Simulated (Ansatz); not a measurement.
A relaxed structure of Ca$_{2}$SiSe$_{4}$. Space group Pnma (No. 62). These are PBEsol (plane waves to 420 eV, PAW, scalar-relativistic; Ansatz, a quantum-chemistry and plane-wave program) values and carry that method's errors.

```cif
data_Ca8Se16Si4
_chemical_formula_sum 'Ca8 Si4 Se16'
_space_group_name_H-M_alt 'P 1'
_space_group_IT_number 1
_cell_length_a 13.96342
_cell_length_b 8.53297
_cell_length_c 6.48589
_cell_angle_alpha 90.000
_cell_angle_beta 90.000
_cell_angle_gamma 90.000
loop_
_space_group_symop_operation_xyz
  'x, y, z'
loop_
_atom_site_label
_atom_site_type_symbol
_atom_site_fract_x
_atom_site_fract_y
_atom_site_fract_z
_atom_site_occupancy
Ca1 Ca 0.00000 0.00000 0.00000 1
Ca2 Ca 0.50000 0.00000 0.50000 1
Ca3 Ca 0.00000 0.50000 0.00000 1
Ca4 Ca 0.50000 0.50000 0.50000 1
Ca5 Ca 0.27296 0.25000 0.97488 1
Ca6 Ca 0.22704 0.75000 0.47488 1
Ca7 Ca 0.72704 0.75000 0.02512 1
Ca8 Ca 0.77296 0.25000 0.52512 1
Si1 Si 0.09312 0.25000 0.40017 1
Si2 Si 0.40688 0.75000 0.90017 1
Si3 Si 0.90688 0.75000 0.59983 1
Si4 Si 0.59312 0.25000 0.09983 1
Se1 Se 0.09139 0.25000 0.74904 1
Se2 Se 0.40861 0.75000 0.24904 1
Se3 Se 0.90861 0.75000 0.25096 1
Se4 Se 0.59139 0.25000 0.75096 1
Se5 Se 0.44106 0.25000 0.23147 1
Se6 Se 0.05894 0.75000 0.73147 1
Se7 Se 0.55894 0.75000 0.76853 1
Se8 Se 0.94106 0.25000 0.26853 1
Se9 Se 0.17153 0.04035 0.25853 1
Se10 Se 0.32847 0.95965 0.75853 1
Se11 Se 0.82847 0.54035 0.74147 1
Se12 Se 0.67153 0.45965 0.24147 1
Se13 Se 0.82847 0.95965 0.74147 1
Se14 Se 0.67153 0.04035 0.24147 1
Se15 Se 0.17153 0.45965 0.25853 1
Se16 Se 0.32847 0.54035 0.75853 1
```

- Volume per atom: 27.60 Å³
- Band gap: 2.42 eV, direct at Z (no spin-orbit coupling)
- Shortest distances: Se–Si 2.26 Å; Ca–Se 2.87 Å; Se–Se 3.58 Å
- k-mesh: 2×3×4

Band energies at high-symmetry points (eV from the VBM; labels of this space group; no spin-orbit coupling), from −5 eV up to 5.1 eV:

```json
[
 {"point": "Γ", "energies": "-4.14 -4.03 -3.74 -3.72 -3.44 -3.42 -3.21 -3.15 -3.12 -2.90 -2.90 -2.84 -2.04 -1.94 -1.80 -1.66 -1.62 -1.51 -1.47 -1.46 -1.44 -1.44 -1.38 -1.35 -1.30 -1.29 -1.12 -1.10 -1.06 -0.94 -0.91 -0.89 -0.88 -0.81 -0.71 -0.62 -0.55 -0.54 -0.48 -0.27 -0.22 -0.18 -0.11 -0.10 2.51 2.60 3.25 3.29 3.41 3.52 3.56 3.71 3.85 3.91 4.22 4.26 4.33 4.45 4.46 4.46 4.52 4.56 4.60 4.70 4.72 4.80 4.83 4.95 4.95"},
 {"point": "X", "energies": "-4.08 -4.08 -3.73 -3.73 -3.35 -3.35 -3.30 -3.30 -3.04 -3.04 -2.84 -2.84 -1.96 -1.96 -1.86 -1.86 -1.49 -1.49 -1.44 -1.44 -1.36 -1.36 -1.32 -1.32 -1.23 -1.23 -1.11 -1.11 -0.93 -0.93 -0.91 -0.91 -0.89 -0.89 -0.70 -0.70 -0.54 -0.54 -0.36 -0.36 -0.30 -0.30 -0.24 -0.24 2.71 2.71 3.21 3.21 3.50 3.50 3.73 3.73 3.88 3.88 4.06 4.06 4.38 4.38 4.50 4.50 4.56 4.56 4.72 4.72 4.86 4.86 4.91 4.91 4.92 4.92 5.04 5.04"},
 {"point": "S", "energies": "-3.87 -3.87 -3.87 -3.87 -3.30 -3.30 -3.30 -3.30 -2.93 -2.93 -2.93 -2.93 -1.89 -1.89 -1.89 -1.89 -1.55 -1.55 -1.55 -1.55 -1.41 -1.41 -1.41 -1.41 -1.24 -1.24 -1.24 -1.24 -0.98 -0.98 -0.98 -0.98 -0.70 -0.70 -0.70 -0.70 -0.53 -0.53 -0.53 -0.53 -0.33 -0.33 -0.33 -0.33 3.10 3.10 3.10 3.10 3.82 3.82 3.82 3.82 4.24 4.24 4.24 4.24 4.39 4.39 4.39 4.39 4.69 4.69 4.69 4.69 4.93 4.93 4.93 4.93 5.05 5.05 5.05 5.05"},
 {"point": "Y", "energies": "-3.89 -3.89 -3.85 -3.85 -3.42 -3.42 -3.13 -3.13 -2.97 -2.97 -2.86 -2.86 -1.99 -1.99 -1.97 -1.97 -1.70 -1.70 -1.47 -1.47 -1.46 -1.46 -1.31 -1.31 -1.21 -1.21 -1.13 -1.13 -1.01 -1.01 -0.87 -0.87 -0.80 -0.80 -0.66 -0.66 -0.59 -0.59 -0.45 -0.45 -0.41 -0.41 -0.33 -0.33 3.11 3.11 3.20 3.20 3.76 3.76 3.97 3.97 4.04 4.04 4.18 4.18 4.18 4.18 4.58 4.58 4.73 4.73 4.83 4.83 4.86 4.86 4.92 4.92 4.95 4.95"},
 {"point": "Z", "energies": "-3.44 -3.44 -3.32 -3.32 -3.13 -3.13 -3.07 -3.07 -2.95 -2.95 -2.94 -2.94 -2.39 -2.39 -2.30 -2.30 -2.16 -2.16 -1.90 -1.90 -1.55 -1.55 -1.45 -1.45 -1.15 -1.15 -1.03 -1.03 -0.82 -0.82 -0.69 -0.69 -0.69 -0.69 -0.62 -0.62 -0.49 -0.49 -0.26 -0.26 -0.24 -0.24 0.00 0.00 2.42 2.42 2.94 2.94 3.42 3.42 3.83 3.83 3.94 3.94 4.06 4.06 4.27 4.27 4.35 4.35 4.36 4.36 4.62 4.62 4.69 4.69 4.74 4.74 4.93 4.93 4.93 4.93"},
 {"point": "U", "energies": "-3.42 -3.42 -3.28 -3.28 -3.14 -3.14 -3.02 -3.02 -3.02 -3.02 -3.01 -3.01 -2.46 -2.46 -2.26 -2.26 -2.07 -2.07 -1.88 -1.88 -1.54 -1.54 -1.45 -1.45 -0.97 -0.97 -0.94 -0.94 -0.91 -0.91 -0.86 -0.86 -0.71 -0.71 -0.58 -0.58 -0.44 -0.44 -0.34 -0.34 -0.28 -0.28 0.00 0.00 2.44 2.44 3.00 3.00 3.55 3.55 3.68 3.68 4.01 4.01 4.19 4.19 4.20 4.20 4.21 4.21 4.46 4.46 4.59 4.59 4.72 4.72 4.80 4.80 4.86 4.86 4.98 4.98"},
 {"point": "R", "energies": "-3.30 -3.30 -3.30 -3.30 -3.13 -3.13 -3.13 -3.13 -2.91 -2.91 -2.91 -2.91 -2.27 -2.27 -2.27 -2.27 -2.18 -2.18 -2.18 -2.18 -1.55 -1.55 -1.55 -1.55 -1.09 -1.09 -1.09 -1.09 -0.90 -0.90 -0.90 -0.90 -0.53 -0.53 -0.53 -0.53 -0.38 -0.38 -0.38 -0.38 -0.31 -0.31 -0.31 -0.31 2.90 2.90 2.90 2.90 3.76 3.76 3.76 3.76 3.99 3.99 3.99 3.99 4.36 4.36 4.36 4.36 4.60 4.60 4.60 4.60 4.76 4.76 4.76 4.76 5.03 5.03 5.03 5.03"},
 {"point": "T", "energies": "-3.39 -3.39 -3.20 -3.20 -3.15 -3.15 -3.06 -3.06 -2.98 -2.98 -2.91 -2.91 -2.32 -2.32 -2.24 -2.24 -2.13 -2.13 -2.12 -2.12 -1.72 -1.72 -1.47 -1.47 -1.07 -1.07 -1.02 -1.02 -0.92 -0.92 -0.84 -0.84 -0.70 -0.70 -0.50 -0.50 -0.38 -0.38 -0.37 -0.37 -0.35 -0.35 -0.28 -0.28 2.85 2.85 3.04 3.04 3.82 3.82 3.87 3.87 3.91 3.91 4.19 4.19 4.25 4.25 4.31 4.31 4.54 4.54 4.58 4.58 4.68 4.68 4.76 4.76 4.93 4.93 5.01 5.01"}
]
```

No spin polarisation in the result.

The run could not lose the symmetry of its start.

The first start was generated by placing the elements on the sites of a structure type. Materials Project lists a structure of Ca2SiSe4 in the same space group, Pnma (No. 62); the sites were not compared with it, nor with measured phases.
